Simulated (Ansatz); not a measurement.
TiO2:
```
CELL_PARAMETERS angstrom
     -1.86980     1.86980     4.73008
      1.86980    -1.86980     4.73008
      1.86980     1.86980    -4.73008
ATOMIC_POSITIONS crystal
  Ti 0.00000 0.00000 0.00000
  Ti 0.75000 0.25000 0.50000
  O  0.95792 0.45792 0.50000
  O  0.20792 0.20792 0.00000
  O  0.79208 0.79208 0.00000
  O  0.54208 0.04208 0.50000
```

Relaxed with LDA. Special points in fractions of this cell's reciprocal vectors: Γ (0.000, 0.000, 0.000); X (0.000, 0.000, 0.500); P (0.250, 0.250, 0.250); N (0.000, 0.500, 0.000); M (0.500, 0.500, -0.500); S (0.289, 0.711, -0.289); S0 (-0.289, 0.289, 0.289); R (-0.078, 0.078, 0.500); G (0.500, 0.500, -0.078).

Problem. List the band energies nearest the valence-band maximum at these points for the program Ansatz at the LDA level (PAW).

Solution. In eV from the valence-band maximum; about four levels below and three above (degenerate sets whole), none deeper than 8.9 eV; points with the same levels are listed once.

```tsv
k	below	above
Γ	-0.77 -0.77 -0.51 -0.51	2.09 2.89 4.12 4.12
X	-2.18 -2.18 -0.05 -0.05	3.42 3.42 3.94 3.94
P	-1.67 -1.67 -0.27 -0.27	3.68 3.68 3.69 3.69
N	-2.05 -1.04 -0.82 -0.66	3.30 3.65 3.66
M	-1.29 -1.29 -0.12 -0.12	2.47 2.47 3.88 3.88
S	-1.25 -0.97 -0.97 -0.80	3.28 3.57 3.68
R	-2.01 -2.01 -0.09 -0.09	3.38 3.38 3.88 3.88
```

Space group I4_1/amd (anatase). The LDA relaxation kept the symmetry of its start. The run is not spin-polarised.

Potentials: the earlier of the program's two PAW sets. The files were generated under PBE; for other functionals the program regenerates the frozen cores, and for LDA and PBEsol the local potential too.
